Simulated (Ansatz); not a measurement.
A relaxed cell of GaBiTe2Se is given with its symmetry left out. The cell was found from a structure generator's guess, not taken from experiment.

These are results of DFT PBE, scalar-relativistic, plane waves, PAW in Ansatz 0.2.0, not measurements. Cutoff 420 eV, Γ-centred mesh, Gaussian smearing, no spin polarisation.

```cif
data_structure
_symmetry_space_group_name_H-M 'P 1'
_symmetry_Int_Tables_number 1
_cell_length_a 6.9879
_cell_length_b 6.9879
_cell_length_c 6.9879
_cell_angle_alpha 128.185
_cell_angle_beta 128.185
_cell_angle_gamma 76.325
_cell_volume 204.86
loop_
_atom_site_label
_atom_site_type_symbol
_atom_site_fract_x
_atom_site_fract_y
_atom_site_fract_z
_atom_site_occupancy
Ga1 Ga 0.75000 0.25000 0.50000 1
Bi1 Bi 0.00000 0.00000 0.00000 1
Te1 Te 0.99763 0.49763 0.50000 1
Te2 Te 0.50237 0.00237 0.50000 1
Se1 Se 0.25000 0.75000 0.50000 1
```

Formation energies are uncorrected and refer to the elements' standard structures at the same level.

Question: What space group does it have?

Answer: I-4m2 (No. 119). Conventional cell: a = 6.106 Å, c = 10.989 Å. Ga has 2 Te at 2.72 Å; Bi has 4 Te at 3.05 Å; around Te lie 1 Ga at 2.72 Å, 1 Se at 2.77 Å and 2 Bi at 3.05 Å; around Se lie 2 Te at 2.77 Å.

Question: How far does it lie from the elements in energy?

Answer: +0.28 eV/atom. It can't be a ground state, since the elements alone are lower.

Question: Is it a metal?

Answer: Yes, bands cross the Fermi level on the 10×10×10 mesh.

The last run used a 10×10×10 mesh for its 5-atom cell and Gaussian smearing of 0.10 eV. Spin–orbit coupling, which can matter for Bi and Te, is left out. The reference forms of Se and Te are held partly by dispersion forces, which this level lacks. A structure relaxed within its symmetry needn't be a true minimum. Another cell of GaBiTe2Se relaxed alike, in P3m1, lies 0.39 eV/atom lower, so this cell isn't the stable form at this level.
